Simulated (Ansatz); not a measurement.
# Structure optimisation: indium, bcc

Level of theory: Ansatz 0.2.0, DFT, LDA (PW92), plane waves (420 eV) with PAW, scalar-relativistic. The PAW files were generated under PBE, with cores re-solved for the functional.

k-point mesh 12×12×12, Fermi-Dirac smearing 0.1 eV, no spin polarisation. Cell and atoms relax.

Starting structure:

```
CELL_PARAMETERS angstrom
-1.86968 1.86968 1.86968
1.86968 -1.86968 1.86968
1.86968 1.86968 -1.86968
ATOMIC_POSITIONS crystal
In 0.00000 0.00000 0.00000
```

Q: What cell does the relaxation end in?

A: Im-3m with a = 3.677 Å; 24.87 Å³ per atom against 26.14 at the start (-4.9 %).

Q: How much energy does the relaxation gain?

A: 8.8 meV per atom.
